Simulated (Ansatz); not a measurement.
BaZrS3:
```cif
data_Ba4S12Zr4
_chemical_formula_sum 'Ba4 Zr4 S12'
_space_group_name_H-M_alt 'Pnma'
_space_group_IT_number 62
_space_group_name_Hall '-P 2ac 2n'
_cell_length_a 7.16241
_cell_length_b 10.03207
_cell_length_c 7.03025
_cell_angle_alpha 90.000
_cell_angle_beta 90.000
_cell_angle_gamma 90.000
loop_
_atom_site_label
_atom_site_type_symbol
_atom_site_symmetry_multiplicity
_atom_site_Wyckoff_symbol
_atom_site_fract_x
_atom_site_fract_y
_atom_site_fract_z
_atom_site_occupancy
Ba1 Ba 4 c 0.05130 0.25000 0.01140 1
Zr1 Zr 4 b 0.00000 0.00000 0.50000 1
S1 S 4 c 0.00704 0.75000 0.43500 1
S2 S 8 d 0.28981 0.03411 0.28999 1
```

Relaxed with PBE.

Q: Tabulate the valence density and the electron localisation function along the shortest Ba–S contact (3.17 Å), PBE (plane waves, PAW; program Ansatz).

A: 

| distance from Ba (Å) | density (e/Å³) | ELF |
|---|---|---|
| 0.32 | 0.66 | 0.04 |
| 0.47 | 1.12 | 0.40 |
| 0.63 | 1.39 | 0.75 |
| 0.79 | 1.26 | 0.86 |
| 0.95 | 0.89 | 0.85 |
| 1.11 | 0.53 | 0.74 |
| 1.27 | 0.29 | 0.42 |
| 1.42 | 0.19 | 0.16 |
| 1.58 | 0.16 | 0.14 |
| 1.74 | 0.18 | 0.31 |
| 1.90 | 0.26 | 0.64 |
| 2.06 | 0.40 | 0.82 |
| 2.22 | 0.62 | 0.88 |
| 2.37 | 0.91 | 0.88 |
| 2.53 | 1.13 | 0.83 |
| 2.69 | 1.10 | 0.63 |
| 2.85 | 0.72 | 0.21 |

The density is the valence pseudo-density with augmentation charge, so density and ELF within about 1 Å of a nucleus are not all-electron values.

The cell was relaxed with PBE under the symmetry of its start. The run is not spin-polarised. Spin–orbit coupling is left out wherever it is not named.

Potentials: the later of the program's two PAW sets.
